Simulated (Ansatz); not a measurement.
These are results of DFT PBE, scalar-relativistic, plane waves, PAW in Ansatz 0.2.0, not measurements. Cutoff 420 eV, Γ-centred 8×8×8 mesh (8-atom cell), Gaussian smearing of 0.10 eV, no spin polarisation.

Formation energies are uncorrected and count from the elements' standard states at the same level.

Question: Find a candidate cubic metal that holds Li and 1 more element, with a formation energy near −0.46 eV/atom and about 15 Å³ per atom, in a cell of 8 atoms.

Answer: Li5Au3, space group Im-3m (No. 229). Around Li on a site of symmetry -3m lie 2 Li at 2.71 Å, 6 Au at 2.71 Å and 6 Li at 3.13 Å; Li on a site of symmetry m-3m has 8 Li at 2.71 Å and 6 Au at 3.13 Å; Au has 8 Li at 2.71 Å, 2 Li at 3.13 Å and 4 Au at 3.13 Å.

```xyz
8
Lattice="-3.1329 3.1329 3.1329 3.1329 -3.1329 3.1329 3.1329 3.1329 -3.1329" Properties=species:S:1:pos:R:3 pbc="T T T"
Li    1.5665    1.5665    1.5665
Li    1.5665    1.5665   -1.5665
Li    1.5665   -1.5665    1.5665
Li   -1.5665    1.5665    1.5665
Li    0.0000    0.0000    0.0000
Au    3.1329    0.0000    0.0000
Au    0.0000    3.1329    0.0000
Au    0.0000    0.0000    3.1329
```

- Volume per atom: 15.37 Å³
- Density: 8.45 g/cm³
- Formation energy: −0.46 eV/atom
- Gap on the 8×8×8 mesh of the 8-atom cell: 0 eV (a metal)

The structure comes from a generated guess, relaxed at this level; another structure or a mixture of phases may lie lower. Other answers may fit too; this one was computed.

Spin–orbit coupling, which can matter for Au, is left out. A structure relaxed within its symmetry needn't be a true minimum.
